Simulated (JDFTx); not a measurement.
System: Nb(110) (Im-3m bulk; lattice of mp-75, not re-optimised at this level), 1x1 cell of 4 atoms in 4 planes, area 7.78 Å² a face, 7.0 Å between the outermost planes in a cell 23.0 Å high; k mesh 8×8×1, Fermi width 0.01 Ha, no spin polarisation.

All numbers are PBE, GBRV ultrasoft potentials, plane waves to 20/100 Ha results from JDFTx (a modified build), not measurements. Vacuum. The outer atoms relax from bulk positions, keeping the cell's symmetry; the lattice is not PBE's own optimum in this code, and that strain can shift the moves by a few hundredths of an ångström. Input:

```
lattice \
  5.4294701299 -1.8098233829 0.0000000000 \
  0.0000000000 5.1189535267 0.0000000000 \
  0.0000000000 0.0000000000 43.4637008664
coords-type Lattice
ion Nb 0.5000000000 0.5000000000 -0.1529946960 1
ion Nb 0.0000000000 0.0000000000 -0.0509982320 0
ion Nb 0.5000000000 0.5000000000 0.0509982320 0
ion Nb 0.0000000000 0.0000000000 0.1529946960 1
ion-species pseudo/nb_pbe_v1.upf
elec-cutoff 20 100
elec-ex-corr gga-PBE
coulomb-interaction Slab 001
coulomb-truncation-embed 0 0 0
kpoint-folding 8 8 1
elec-smearing Fermi 0.01
lcao-params 10
elec-n-bands 37
electronic-scf nIterations 100 energyDiffThreshold 1e-07
ionic-minimize nIterations 10 energyDiffThreshold 1e-5 knormThreshold 4e-4
dump-name vac.$VAR
dump End State Ecomponents EigStats BandEigs Forces ElecDensity IonicPositions Fillings Kpoints Dtot
```

**Question.** How far do the free atoms of the upper face move along the normal, and how much energy is released?

**Answer.** Nb (atom 4) -0.10 Å (positive: outward). The free energy falls by 0.038 eV per cell, 39 mJ/m².
